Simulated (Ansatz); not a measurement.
Relaxation of a generated trial cell of CsSnI3 in the AFLOW prototype ABC3_hR10_167_a_b_e (as in LiNbO3); 10 atoms in the cell, which starts as R-3c, hexagonal axes (No. 167), hR10; a = b = 8.571 Å, c = 22.460 Å, α = β = 90.00°, γ = 120.00°. These are PBEsol (plane waves to 420 eV, PAW, scalar-relativistic; Ansatz, an electronic-structure program) values and carry that method's errors. Γ-centred k-mesh 4×4×4 on the run's cell (coarser than for final values), Fermi–Dirac smearing 0.05 eV. This is the first round of the run. 

The optimiser's lines from the output (shortened; P is positive under compression):

```
relax step   1: F+E_penalty+E_count = -67673.15203862 eV  Δ(F+E_penalty+E_count) = +0.000e0 eV  max|allowed force component| = 8.175e-1 eV/Å  Δτ_max = 0.0000 Å  P = -0.074 GPa  Ω = 476.345 Å³  (7 SCF iters, dr2 threshold 1.00e-7 eV, accepted)
relax step   2: F+E_penalty+E_count = -67673.94487430 eV  Δ(F+E_penalty+E_count) = -7.928e-1 eV  max|allowed force component| = 3.131e-1 eV/Å  Δτ_max = 0.1942 Å  P = -0.188 GPa  Ω = 463.721 Å³  (6 SCF iters, dr2 threshold 1.00e-6 eV, accepted)
relax step   3: F+E_penalty+E_count = -67674.16868038 eV  Δ(F+E_penalty+E_count) = -2.238e-1 eV  max|allowed force component| = 1.038e-1 eV/Å  Δτ_max = 0.1235 Å  P = +0.309 GPa  Ω = 447.590 Å³  (6 SCF iters, dr2 threshold 1.00e-6 eV, accepted)
relax step   4: F+E_penalty+E_count = -67674.21153502 eV  Δ(F+E_penalty+E_count) = -4.285e-2 eV  max|allowed force component| = 3.954e-2 eV/Å  Δτ_max = 0.0556 Å  P = +0.052 GPa  Ω = 452.773 Å³  (5 SCF iters, dr2 threshold 6.73e-7 eV, accepted)
relax step   5: F+E_penalty+E_count = -67674.21989089 eV  Δ(F+E_penalty+E_count) = -8.356e-3 eV  max|allowed force component| = 4.878e-3 eV/Å  Δτ_max = 0.0676 Å  P = -0.018 GPa  Ω = 455.743 Å³  (6 SCF iters, dr2 threshold 9.77e-8 eV, accepted)
relax step   6: F+E_penalty+E_count = -67674.22010985 eV  Δ(F+E_penalty+E_count) = -2.190e-4 eV  max|allowed force component| = 5.444e-4 eV/Å  Δτ_max = 0.0105 Å  P = -0.001 GPa  Ω = 455.544 Å³  (6 SCF iters, dr2 threshold 1.03e-9 eV, accepted)
relax step   7: F+E_penalty+E_count = -67674.21853695 eV  Δ(F+E_penalty+E_count) = +1.573e-3 eV  max|allowed force component| = 5.156e-4 eV/Å  Δτ_max = 0.0000 Å  P = -0.002 GPa  Ω = 455.544 Å³  stress off target by 2.53e-3 GPa  SCF on the basis re-selected at this cell (its energy is not comparable with the rows above)  (7 SCF iters)
```

From the first to the last row the energy changes by -0.11 eV/atom and the volume by -4.4 %. The last row is marked as not comparable with the walk above it, whose basis was carried along; it does compare with step 1, since both stand on a basis selected at the nominal cutoff for their own cell.

Later rounds, restarted from the end of this one on a renewed k-mesh, logged 2 more steps and released under 1 meV/atom more. The final structure after all rounds: R-3c, hexagonal axes (No. 167), hR10; a = b = 8.724 Å, c = 20.735 Å, α = β = 90.00°, γ = 120.00°. Between re-selections the logged energies stand on a plane-wave basis carried along with the cell. No spin polarisation in the result.

The run could not lose the symmetry of its start: the end is stationary, and may be a saddle point rather than a minimum.

The relaxed structure here is a generated cell of CsSnI3: the first start was made by placing the elements on the sites of a structure type, and the end was not matched to a known phase here, so it may be hypothetical. Known forms of CsSnI3 include space group No. 62, 221.
